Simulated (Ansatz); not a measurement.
ZnO (wurtzite, space group No. 186), PBE in the plane-wave PAW code Ansatz. The conduction-band minimum lies at Γ, with 1 equivalent valley. Second derivatives d²E/dk² of the lowest band at one valley (eV·Å²), along Cartesian directions:

| direction | d²E/dk² |
|---|---|
| [100] | 56.18 |
| [010] | 56.18 |
| [001] | 55.72 |
| [110] | 56.18 |
| [101] | 55.96 |
| [011] | 55.96 |

Question: Find the principal effective masses, the density-of-states mass and the conductivity mass.

Answer: Off-diagonal terms follow from H_xy = H[110] − (H_xx + H_yy)/2, and m*/mₑ = 7.620 eV·Å² over each eigenvalue: 0.14, 0.14, 0.14. One valley's DOS mass (m₁m₂m₃)^(1/3) = 0.14, conductivity mass 3/(Σ 1/mᵢ) = 0.14 mₑ.

Question: What effective density of states Nc follows at 300 K for parabolic valleys?

Answer: Nc = 2.509e19 × 1 × (0.14)^(3/2) ≈ 1.3e18 cm⁻³.

Space group P6_3mc (wurtzite). The PBE relaxation kept the symmetry of its start.

Potentials: the earlier of the program's two PAW sets.

Edges and masses are those of Kohn–Sham bands, whose gap is no quasiparticle gap.
